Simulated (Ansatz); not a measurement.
Relaxation of a relaxed Sr2H5Rh cell shaken by Gaussian noise of σ = 0.08 Å a coordinate; 8 atoms in the cell, which starts as P1 (No. 1), aP8; a = 5.331 Å, b = 5.331 Å, c = 5.405 Å, α = 119.55°, β = 119.55°, γ = 90.00°. Computed with r2SCAN (plane waves to 500 eV, PAW, scalar-relativistic; Ansatz, an electronic-structure program). Γ-centred k-mesh 5×5×6 on the run's cell (coarser than for final values), Fermi–Dirac smearing 0.05 eV. This is the first round of the run. 

The optimiser's lines from the output (shortened; P is positive under compression):

```
relax step   1: F+E_penalty+E_count = -13610.08873862 eV  Δ(F+E_penalty+E_count) = +0.000e0 eV  max|allowed force component| = 3.301e0 eV/Å  Δτ_max = 0.0000 Å  P = -0.710 GPa  Ω = 110.103 Å³  (8 SCF iters, dr2 threshold 1.00e-7 eV, accepted)
relax step   2: F+E_penalty+E_count = -13610.47097177 eV  Δ(F+E_penalty+E_count) = -3.822e-1 eV  max|allowed force component| = 7.387e-1 eV/Å  Δτ_max = 0.1945 Å  P = +1.224 GPa  Ω = 109.524 Å³  (8 SCF iters, dr2 threshold 8.00e-7 eV, accepted)
relax step   3: F+E_penalty+E_count = -13610.57549460 eV  Δ(F+E_penalty+E_count) = -1.045e-1 eV  max|allowed force component| = 3.167e-2 eV/Å  Δτ_max = 0.0988 Å  P = +0.077 GPa  Ω = 109.790 Å³  (7 SCF iters, dr2 threshold 8.00e-7 eV, accepted)
relax step   4: F+E_penalty+E_count = -13610.57614223 eV  Δ(F+E_penalty+E_count) = -6.476e-4 eV  max|allowed force component| = 1.615e-2 eV/Å  Δτ_max = 0.0112 Å  P = +0.017 GPa  Ω = 110.034 Å³  (6 SCF iters, dr2 threshold 1.48e-7 eV, accepted)
relax step   5: F+E_penalty+E_count = -13610.57617227 eV  Δ(F+E_penalty+E_count) = -3.004e-5 eV  max|allowed force component| = 4.335e-4 eV/Å  Δτ_max = 0.0018 Å  P = +0.002 GPa  Ω = 110.085 Å³  (6 SCF iters, dr2 threshold 1.63e-8 eV, accepted)
relax step   6: F+E_penalty+E_count = -13610.57616856 eV  Δ(F+E_penalty+E_count) = +3.712e-6 eV  max|allowed force component| = 4.361e-4 eV/Å  Δτ_max = 0.0000 Å  P = +0.003 GPa  Ω = 110.085 Å³  stress off target by 5.18e-3 GPa  SCF on the basis re-selected at this cell (its energy is not comparable with the rows above)  (7 SCF iters)
```

From the first to the last row the energy changes by -0.06 eV/atom and the volume by 0.0 %. The last row is marked as not comparable with the walk above it, whose basis was carried along; it does compare with step 1, since both stand on a basis selected at the nominal cutoff for their own cell.

Later rounds, restarted from the end of this one on a renewed k-mesh, logged 2 more steps and released under 0.01 eV/atom more. The final structure after all rounds: I4mm (No. 107), tI16; a = 5.331 Å, b = 5.331 Å, c = 7.747 Å, α = 90.00°, β = 90.00°, γ = 90.00°. No spin polarisation in the result.

The cell that was disturbed is our relaxation of an entry of Materials Project.
